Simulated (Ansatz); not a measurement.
## In2O: start and end of a relaxation

The cell of In2O is invented: ordered vacancies on the anion sites of caesium chloride (P4/mmm, No. 123) (occupants of the shared sites, in ratio, O: 1, vacant: 1). The dimensions are guesses.

start.cif

```cif
data_structure
_symmetry_space_group_name_H-M 'P 1'
_symmetry_Int_Tables_number 1
_cell_length_a 4.1132
_cell_length_b 4.1132
_cell_length_c 2.9085
_cell_angle_alpha 90.000
_cell_angle_beta 90.000
_cell_angle_gamma 90.000
_cell_volume 49.21
loop_
_atom_site_label
_atom_site_type_symbol
_atom_site_fract_x
_atom_site_fract_y
_atom_site_fract_z
_atom_site_occupancy
In1 In 0.00000 0.50000 0.00000 1
In2 In 0.50000 0.00000 0.00000 1
O1 O 0.50000 0.50000 0.50000 1
```

Method: DFT PBE, scalar-relativistic, plane waves, PAW (Ansatz). Cutoff 420 eV, Gaussian smearing, Γ-centred meshes. Cell and atoms relax first on a coarse mesh and then on a finer one. In between, the cell is made exact in the group found at 0.06 Å. In metals the finer mesh still leaves noise of several meV/atom or more. The steps can't lower the symmetry of their start. No spin polarisation in the relaxation; trial moments died out in a coarse test.

end.cif

```cif
data_structure
_symmetry_space_group_name_H-M 'P 1'
_symmetry_Int_Tables_number 1
_cell_length_a 4.2997
_cell_length_b 4.2997
_cell_length_c 3.2888
_cell_angle_alpha 90.000
_cell_angle_beta 90.000
_cell_angle_gamma 90.000
_cell_volume 60.80
loop_
_atom_site_label
_atom_site_type_symbol
_atom_site_fract_x
_atom_site_fract_y
_atom_site_fract_z
_atom_site_occupancy
In1 In 0.00000 0.50000 0.00000 1
In2 In 0.50000 0.00000 0.00000 1
O1 O 0.50000 0.50000 0.50000 1
```

The symmetry stays P4/mmm (No. 123). The volume per atom grows by 23.6 %, from 16.4 to 20.3 Å³. The shortest distance goes from 2.52 Å (In–O) to 2.71 Å (In–O). The energy falls by about 0.20 eV/atom (the start's value is from the coarse mesh).

```
Volume per atom                             : 20.27 Å³
Density                                     : 6.71 g/cm³
Energy over the elements                    : −0.24 eV/atom
Gap on the 12×12×14 mesh of the 3-atom cell : 0 eV (a metal)
```

Energies over the elements count from the elements' standard structures at the same level (O₂ as a molecule), with no fitted energy shifts.

The last run used Gaussian smearing of 0.10 eV. Symmetry constrained the relaxation, so the result can be a saddle point. In all, the 3 runs took 88 s on 1 thread of Arm Neoverse V2, on a shared host. Another cell of In2O relaxed alike, in Pn-3m, lies 50 meV/atom lower, so this cell isn't the stable form at this level.
